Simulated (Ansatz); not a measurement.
According to DFT-r²SCAN in the program Ansatz with PAW potentials, SiSnGeC in the trigonal phase (R3m; C on 3a, Si on 3a, Ge on 3a, Sn on 3a) relaxes to a = 3.735 Å, c = 18.382 Å. Against the elements it lies at 0.37 eV/atom, with no fitted shifts.

Electronic character: no gap, with almost no states at the Fermi level (zero-gap or semimetallic).

An equation-of-state fit gives a bulk modulus of 99.1 GPa. Bader charges are C -1.77, Si +1.21, Ge -0.65, Sn +1.22 e.

The start of the workflow was typed in or built on a structure type; neither database checked (COD, Materials Project) lists it. Whether it is the stable phase at ambient conditions was not checked. Symmetry was held in the r²SCAN relaxation; whether a distortion lowers the energy is not shown. The volume moved by 22 % from the start of the relaxation. Its formation energy is positive at this level, so the cell may be metastable or incomplete. The references are the lowest solids computed at this level, not always the standard phases. Scalar-relativistic: spin–orbit coupling is off unless named, which matters more the heavier the elements.

Potentials: the later of the program's two PAW sets.
